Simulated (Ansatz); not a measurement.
MoPt$_{2}$:
```yaml
crystal:
  lattice:
    - [-1.67691, 1.67691, 4.12709]
    - [1.67691, -1.67691, 4.12709]
    - [1.67691, 1.67691, -4.12709]
  atoms:
    - { symbol: Mo, position: [0.00000, 0.00000, 0.00000] }
    - { symbol: Pt, position: [0.33418, 0.33418, 0.00000] }
    - { symbol: Pt, position: [0.66582, 0.66582, 0.00000] }
```

Relaxed with r²SCAN. Special points in fractions of this cell's reciprocal vectors: Γ (0.000, 0.000, 0.000); X (0.000, 0.000, 0.500); P (0.250, 0.250, 0.250); N (0.000, 0.500, 0.000); M (0.500, 0.500, -0.500); S (0.291, 0.709, -0.291); S0 (-0.291, 0.291, 0.291); R (-0.083, 0.083, 0.500); G (0.500, 0.500, -0.083).

Problem. List the band energies nearest the Fermi level at these points for r²SCAN in the plane-wave PAW code Ansatz.

Solution. In eV from the Fermi level; about four levels below and three above (degenerate sets whole), none deeper than 8.9 eV; points with the same levels are listed once.

```json
[
 {"k": "Γ", "below": "-2.25 -1.37 -0.94 -0.94", "above": "0.40 1.17 4.60"},
 {"k": "X", "below": "-2.01 -1.91 -1.85 -0.63", "above": "0.50 1.33 1.73"},
 {"k": "P", "below": "-2.16 -2.16 -2.01 -1.86", "above": "0.68 1.33 3.89 3.89"},
 {"k": "N", "below": "-1.84 -1.15 -0.76 -0.29", "above": "0.91 1.21 1.32"},
 {"k": "M", "below": "-3.01 -2.73 -0.82 -0.70", "above": "1.50 1.50 1.66"},
 {"k": "S", "below": "-1.59 -1.50 -1.24 -1.11", "above": "0.42 0.80 0.88"},
 {"k": "R", "below": "-2.87 -1.79 -1.69 -0.11", "above": "0.55 1.72 1.75"}
]
```

Space group I4/mmm (MoSi2 or CaC2 type). A made-up cell: these elements were put on the sites of a structure type; neither database checked (COD, Materials Project) lists it. COD files the formula under space group No. 71, so this cell is another polymorph or a model. Whether it is the stable phase at ambient conditions was not checked. The r²SCAN relaxation kept the symmetry of its start; whether a distortion lowers the energy is not shown. The run is not spin-polarised. Scalar-relativistic: spin–orbit coupling is off unless named, which matters more the heavier the elements.

Potentials: the earlier of the program's two PAW sets.
